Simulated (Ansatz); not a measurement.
Ansatz input file:

```yaml
crystal:
  lattice:
    - [3.2329171185, 0.0120835204, 0.0125630252]
    - [-1.6059939236, 2.8073949138, 0.0075605981]
    - [0.019877154, 0.025289, 5.145198784]
  atoms:
    - { symbol: Hf, position: [0.318342571, 0.6154569908, 0.2430127724] }
    - { symbol: Hf, position: [0.681657429, 0.3845430092, 0.7569872276] }
basis:
  ecutwfc: 420
kpoints:
  mp_grid: { grid: [14, 14, 8] }
hamiltonian:
  xc: pbesol
scf:
  occupations: { method: gaussian, width: 0.1 }
output:
  forces: true
  stress: true
  eigenvalues: true
  populations: true
```

It can be run as
```bash
ansatz run input.yaml --threads 1 --pin off --backend cpu --events-out ev --progress --plain --runs-dir out  # memory cap (--max-ram) not shown
```

All numbers below come from DFT PBEsol, scalar-relativistic, plane waves, PAW (Ansatz).

Part of what the program printed, abridged:

```
Pseudopotentials: kind: paw
Pseudopotential: Hf, paw, valence charge 26, recommended cutoff 420 eV (normal)
Functional definition: PBEsol
Crystal: 2 atoms, lattice volume = 46.796 Å³
Basis set: ecut = 420 eV, 939 PW (Γ), exchange–correlation on 48×48×72 points (8 copies of the dense FFT grid, shifted against one another)
Bands: 32, of which v1, the nominal top of the filled ones, is band 26 counted from 1 (25 counted from 0)
Symmetry: 2 space group operations
Space group: P-1 (ITA 2), of the structure as read, at distance tolerance 3.6e-5 Å
k-points: 788 of 1568
Initial density: superposition of atomic densities (neutral atoms: chi_scale 0, normalization atom), corrected by the library's trained network
Initial wavefunctions: pseudopotential atomic-orbital guess
Functional: x = pbesol(κ = 0.804, μ = 0.12345679), c = pbesol(β = 0.046)
SCF iter   1: F=—  HF=-31195.873032 eV  |F-HF|=—  |Δ(HF+E_count)|=         —  Δρ=3.26e-3  dr2=3.07e-3  ethr=1.77e-3  ⟨swp⟩=4.3  Hψ=82498  notcnv=0
SCF iter   2: F=—  HF=-31195.873220 eV  |F-HF|=—  |Δ(HF+E_count)|=   1.89e-4  Δρ=1.99e-3  dr2=1.27e-3  ethr=5.90e-6  ⟨swp⟩=2.8  Hψ=51335  notcnv=0
SCF iter   3: F=—  HF=-31195.873313 eV  |F-HF|=—  |Δ(HF+E_count)|=   9.32e-5  Δρ=5.89e-4  dr2=1.65e-4  ethr=2.45e-6  ⟨swp⟩=2.0  Hψ=37571  notcnv=0
SCF iter   4: F=—  HF=-31195.873187 eV  |F-HF|=—  |Δ(HF+E_count)|=   1.26e-4  Δρ=2.19e-4  dr2=1.88e-5  ethr=3.18e-7  ⟨swp⟩=2.0  Hψ=44917  notcnv=0
SCF iter   5: F=—  HF=-31195.873185 eV  |F-HF|=—  |Δ(HF+E_count)|=   2.01e-6  Δρ=4.92e-5  dr2=9.32e-7  ethr=3.62e-8  ⟨swp⟩=2.0  Hψ=40369  notcnv=0
SCF iter   6: F=-31195.873185 eV  HF=-31195.873185 eV  |F-HF|=5.37e-8  |Δ(HF+E_count)|=   6.62e-8  Δρ=1.65e-5  dr2=9.74e-8  ethr=1.92e-10  ⟨swp⟩=6.9  Hψ=135650  notcnv=0
SCF 1 converged in 6 iterations: F = -31195.873185 eV  dr2 = 9.74e-8
SCF converged after 6 iterations
Free energy (F): -31195.873185 eV
Harris-Foulkes:  -31195.873185 eV  (|F-HF|=5.37e-8)
Internal energy: -31195.861560 eV  (E = F + TS)
E sigma→0 (E₀):  -31195.867372 eV
Entropy (-TS):   -0.011625 eV (-5.812 meV/atom)
Fermi energy:    18.723277 eV
--- Per-component energies (eV) ---
  E_band       = 10.882319
  E_kinetic    = 845.546528
  E_local      = -10416.984404  (includes V_loc(G=0)·N_el)
  E_nonlocal   = -2477.888288
  E_hartree    = 4875.175479
  E_xc         = -593.992069
  E_vxc        = -529.939466  (∫ρ·V_xc dr)
  E_paw        = -13613.772015  (= ΣΔE_a)
  E_vpaw       = 2839.818810  (= ΣTr[D̂ρ^β])
  E_aug_tail   = -0.000003  (compensation charges beyond the density's cutoff)
  E_ewald      = -9816.448971
  E_core_change = 2.502183  (= ΣΔE_core)
  E_smearing   = -0.011625  (= −TS)
--- Forces (eV/Å), atoms counted from 1 ---
  atom   1  Hf    -0.17913726     0.44824149     0.15017344
  atom   2  Hf     0.17913726    -0.44824149    -0.15017344
--- Stress (GPa, compression-positive) ---
       -6.124538      -1.188451      -0.701580
       -1.188451     -10.243345       0.289901
       -0.701579       0.289902      -6.957608
  P = ⅓ Tr σ = -7.7752 GPa (-77.752 kbar)
--- Band table (eV; the first three rows and the last of 788) ---
  k-point 0: bands = ["-43.2071", "-43.1434", "-12.2885", "-11.6549", "-11.5848", "-11.5511", "-11.4936", "-11.4728", "6.8114", "6.8318", "6.8402", "6.8412", "6.8457", "6.8476", "6.8553", "6.8615", "6.8656", "6.8714", "6.8740", "6.8922", "6.9150", "6.9172", "11.5622", "15.1908", "19.2261", "19.6887", "19.8106", "20.1152", "20.6082", "20.8538", "21.1370", "22.1734"]
  k-point 1: bands = ["-43.2048", "-43.1457", "-12.2609", "-11.6492", "-11.5864", "-11.5522", "-11.5194", "-11.4815", "6.8126", "6.8290", "6.8399", "6.8426", "6.8452", "6.8487", "6.8514", "6.8591", "6.8686", "6.8713", "6.8773", "6.8922", "6.9150", "6.9171", "11.6985", "15.1021", "19.0384", "19.6148", "19.7668", "20.0766", "20.5702", "20.8822", "21.1022", "22.3298"]
  k-point 2: bands = ["-43.1984", "-43.1522", "-12.1821", "-11.6422", "-11.6136", "-11.5668", "-11.5536", "-11.5006", "6.8160", "6.8268", "6.8351", "6.8407", "6.8448", "6.8463", "6.8505", "6.8602", "6.8657", "6.8783", "6.8821", "6.8909", "6.9153", "6.9169", "12.0933", "14.7877", "18.7274", "19.4631", "19.7301", "19.9456", "20.2640", "20.6848", "21.5032", "22.7202"]
  k-point 787: bands = ["-43.1455", "-43.1438", "-12.2332", "-12.2054", "-11.7344", "-11.7107", "-11.6302", "-11.6278", "6.8327", "6.8342", "6.8374", "6.8414", "6.8478", "6.8513", "6.8648", "6.8683", "6.8718", "6.8760", "6.8764", "6.8824", "6.8938", "6.8944", "15.3908", "15.4212", "17.7200", "17.9707", "19.8395", "19.8417", "21.2917", "21.7042", "24.5503", "24.6191"]
--- Löwdin populations: 2 sites ---
  site symbol q [e]
     0     Hf     25.9181
     1     Hf     25.9181
  spilling = 0.003150 (of n_electrons = 52.000000)
```

Self-consistency was reached.

Spin–orbit coupling is left out, which can shift energies with elements as heavy as these.